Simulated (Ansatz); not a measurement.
Data:

SiRh in space group P6/mmm (No. 191; Rh on 3f, Si on 1a, Si on 2d), a = 5.313 Å, b = 5.313 Å, c = 3.836 Å, α = 90.00°, β = 90.00°, γ = 120.00°.

This is the PBE-relaxed structure.

Task: All from plane-wave PAW PBE (Ansatz code), unless another level is named. Predict the bulk modulus (Birch–Murnaghan fit).

Result: 180 GPa.

Task: What about the highest zone-centre frequency?

Result: 420 cm⁻¹.

The cell is a constructed one: a structure type filled with these elements; neither database checked (COD, Materials Project) lists it. COD files the formula under space group No. 14, so this cell is another polymorph or a model. Whether it is the stable phase at ambient conditions was not checked. The PBE relaxation kept the symmetry of its start. At this level the phase is dynamically unstable (imaginary phonons). No spin polarisation was allowed. As this level gives no gap, phonon frequencies hold no LO–TO term and depend on the k-mesh and smearing (Fermi–Dirac, 0.1 eV here).

Potentials: the later of the program's two PAW sets.
